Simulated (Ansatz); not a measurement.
**SnTe: energy along a strain**

SnTe, Fm-3m, a = 6.313 Å (as given, not relaxed at this level: 1.2 GPa). Ansatz: r2SCAN, PAW, 500 eV, Γ-centred 14×14×14 mesh on 2 atoms, Gaussian smearing 0.15 eV; no spin polarisation. Cell vectors (Å): 0.000 3.156 3.156; 3.156 0.000 3.156; 3.156 3.156 0.000. The cell is strained by x per cent times the pattern (1 1 0 0 0 0) in the order xx yy zz yz xz xy (engineering shears), with fractional coordinates held. y is the free energy over the start, V0 = 31.450 Å³/atom.

| x (%) | y (meV/atom) |
| --- | --- |
| -4.00 | 71.23 |
| -2.00 | 21.82 |
| 0.00 | 0.00 |
| 1.00 | ? |
| 3.00 | 8.05 |
| 4.00 | 19.41 |

Fit y = c1 x + c2 x² + c3 x³ to the other rows, get the stiffness along the pattern, and predict the missing energy.

Least squares on the rows shown. y = −4.8842 x + 2.8306 x² − 0.099774 x³. The clamped-ion stiffness p·C·p = 2 × 28.31 eV × 160.2 / 31.450 Å³ = 288 GPa (second derivative at the start, which stands under stress). At x = 1.00 the fit asked for gives -2.15 meV/atom. The run gave -2.18 meV/atom, so the fit is 0.03 meV/atom too high, within the rms miss on the fitted rows (0.06 meV/atom). Note that the gap is open there and closed in the run one row up.